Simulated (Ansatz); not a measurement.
K4BeAs2 (space group R-3m)

```
CELL_PARAMETERS angstrom
      2.83737     1.63816     8.62074
     -2.83737     1.63816     8.62074
      0.00000    -3.27631     8.62074
ATOMIC_POSITIONS crystal
  K  0.62395 0.62395 0.62395
  K  0.37605 0.37605 0.37605
  K  0.20853 0.20853 0.20853
  K  0.79147 0.79147 0.79147
  Be 0.00000 0.00000 0.00000
  As 0.91997 0.91997 0.91997
  As 0.08003 0.08003 0.08003
```

This relaxed cell (volume V₀) is scaled evenly in all directions, its shape held. The atoms relax within the cell's symmetry.

These are r2SCAN (plane waves to 500 eV, PAW, scalar-relativistic; Ansatz, a first-principles code) values and carry that method's errors. k mesh 7×7×7 (Γ-centred), Fermi-Dirac smearing 0.05 eV. Energies are smeared free energies. K4BeAs2 was relaxed with its symmetry unable to fall. ΔE is measured from the relaxed starting cell.

### Question
Estimate the ΔE (meV/atom) for V/V₀ = 0.840, 0.893, 0.947, 0.973, 1.053, 1.107.

### Answer
```json
[
 {"V/V₀": "0.840", "ΔE (meV/atom)": "64.9"},
 {"V/V₀": "0.893", "ΔE (meV/atom)": "26.0"},
 {"V/V₀": "0.947", "ΔE (meV/atom)": "5.9"},
 {"V/V₀": "0.973", "ΔE (meV/atom)": "1.4"},
 {"V/V₀": "1.053", "ΔE (meV/atom)": "4.9"},
 {"V/V₀": "1.107", "ΔE (meV/atom)": "18.0"}
]
```

(A scan under strain: stresses follow from slopes of the energy per volume, elastic moduli from its curvatures.)
